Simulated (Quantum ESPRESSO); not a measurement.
Simulation results for Hf3AlO7F (made-up cell)

All values are calculated (Quantum ESPRESSO 7.5). Calculation on a made-up crystal cell, not a measurement, run twice, once with a planted mistake found by running each candidate: periodic Kohn-Sham density functional theory in plane waves with PseudoDojo standard norm-conserving scalar-relativistic pseudopotentials, each functional with its own files (v0.5 for PBE, v0.4.1 for LDA and PBEsol), no spin polarisation, no spin-orbit coupling, atoms not relaxed, stress positive in tension, energies less a fixed whole-eV offset for each atom's element; levels are Kohn-Sham levels at fractions of this cell's reciprocal vectors, counted from the reference band (half the neutral cell's valence electrons, rounded up) at Gamma; error bars cover cutoff and k-mesh only, not smearing or the files; each bar is the largest change over components, and at least 0.002 eV, 0.002 eV per angstrom or 0.02 GPa; a charged cell sits in a uniform background, with energy and stress on this program's zero of potential; no dispersion term; energies are for the whole cell, and the offsets were chosen from early runs and are not element reference energies; a distance is the largest change of any value in units of its error bar (the energy's for the smearing term), a scale change is of lengths, and a coarse mesh keeps the half-step shift.

Hf3AlO7F (made-up cell)

Intended structure:
```xyz
12
Lattice="4.8037 0.0156 -0.0511 0.0156 4.8090 0.0117 -0.0676 0.0155 6.5600" Properties=species:S:1:pos:R:3 Hf3AlO7F
Hf     0.0207     0.0400    -0.0039
Hf     2.4671     2.3123     1.5864
Al     0.0801    -0.0902     3.3329
Hf     2.2765     2.5026     4.8449
O      1.4530     1.4993     0.0010
O      3.6050     3.3490     0.0139
F      3.8670     0.9250     1.6757
O      0.9840     3.8033     1.6538
O      1.4292     1.4499     3.2362
O      3.3243     3.3746     3.2499
O      3.7250     1.0188     4.9976
O      0.8851     3.9186     4.9093
```

| Quantity | Value |
| --- | --- |
| lattice type | rutile, doubled along c |
| intended functional | pbe |
| intended cutoff | 1143 eV |
| intended fermi dirac smearing | 0.025 eV |
| intended scf tolerance | 1e-07 eV |
| intended electrons removed | 0 |
| healthy free energy less offsets | 0.181 eV |
| healthy scf iterations | 14 |
| healthy smearing term minus ts | 0 eV |
| healthy pressure | -6.32 GPa |
| healthy stress xx | 2.83 GPa |
| healthy stress yy | 2.69 GPa |
| healthy stress zz | 13.43 GPa |
| healthy stress yz | -0.22 GPa |
| healthy stress xz | -2.03 GPa |
| healthy stress xy | 6.68 GPa |
| healthy reference band | 44 |
| faulty free energy less offsets | -0.178 eV |
| faulty scf iterations | 14 |
| faulty smearing term minus ts | -1.714 eV |
| faulty pressure | -4.82 GPa |
| faulty stress xx | 1.55 GPa |
| faulty stress yy | 1.34 GPa |
| faulty stress zz | 11.56 GPa |
| faulty stress yz | -0.09 GPa |
| faulty stress xz | -2 GPa |
| faulty stress xy | 6.5 GPa |
| faulty reference band | 44 |
| candidate k points along each vector | 1 |
| candidate cutoff | 792 eV |
| candidate smearing | 0.68 eV |
| candidate functional | lda |
| candidate scf tolerance | 0.4 eV |
| candidate electrons removed | 1 |
| candidate scale change | 1.9 percent |
| candidate first exchanged site | 2 |
| candidate second exchanged site | 3 |
| intended k mesh | 5 x 5 x 4, shifted by half a step |
| structure shown | as intended, without the mistake |
| fault kind | ? |

Atoms:
```csv
atoms element,atom site,atom energy offset (eV)
Hf,1,-1535
Hf,2,-1535
Al,3,-64
Hf,4,-1535
O,5,-452
O,6,-452
F,7,-677
O,8,-452
O,9,-452
O,10,-452
O,11,-452
O,12,-452
```

Healthy forces:
```csv
site,x (eV/Å),y (eV/Å),z (eV/Å)
1,0.878,-1,-2.146
2,-2.861,4.029,1.115
3,0.647,-0.968,0.751
4,1.75,-1.057,-0.773
5,0.95,0.594,0.273
6,-2.696,-1.695,0.486
7,1.474,-1.453,0.73
8,-0.424,1.188,0.764
9,-0.667,-0.8,-0.159
10,0.963,0.609,-0.251
11,0.9,-0.787,-0.4
12,-0.914,1.34,-0.389
```

Healthy levels:
```csv
level k point,next band up (eV)
Gamma,3.039
"(1/2,1/2,1/2)",4.354
"(0.15,0,0)",3.217
"(0,0.15,0)",3.221
"(0,0,0.15)",3.185
```

Faulty forces:
```csv
site,x (eV/Å),y (eV/Å),z (eV/Å)
1,0.937,-0.894,-1.92
2,-2.674,3.808,0.947
3,0.624,-0.914,0.7
4,1.634,-0.995,-0.567
5,0.861,0.537,0.176
6,-2.618,-1.676,0.414
7,1.503,-1.483,0.756
8,-0.471,1.193,0.85
9,-0.739,-0.865,-0.111
10,1.026,0.699,-0.218
11,0.863,-0.764,-0.538
12,-0.947,1.356,-0.489
```

Faulty levels:
```csv
level k point,next band up (eV)
Gamma,3.16
"(1/2,1/2,1/2)",4.503
"(0.15,0,0)",3.34
"(0,0.15,0)",3.345
"(0,0,0.15)",3.307
```

Candidate mistake: coarse kmesh, low cutoff, wide smearing, wrong functional, loose scf, wrong charge, cell scaled, atoms exchanged

Notes: the hafnium pseudopotential is less sure than the others, with forces about 3 percent (worst 6) and pressure in oxides about 1.5 GPa (worst 2.7) from a second method in checks, which the error bars do not cover.

Questions
1. Estimate the fault kind of Hf3AlO7F (made-up cell).

## Answers
1. wide smearing

Further results for Hf3AlO7F (made-up cell):

| Quantity | Value |
| --- | --- |
| other mistakes compared | 7 |
| distance from healthy | 518 error bars |
| distance from nearest other mistake | 518 error bars |
| healthy error bar energy | 0.003309 eV |
| healthy error bar stress | 0.02939 GPa |
| healthy error bar force | 0.002 eV/Å |
| healthy error bar next band up | 0.002 eV |
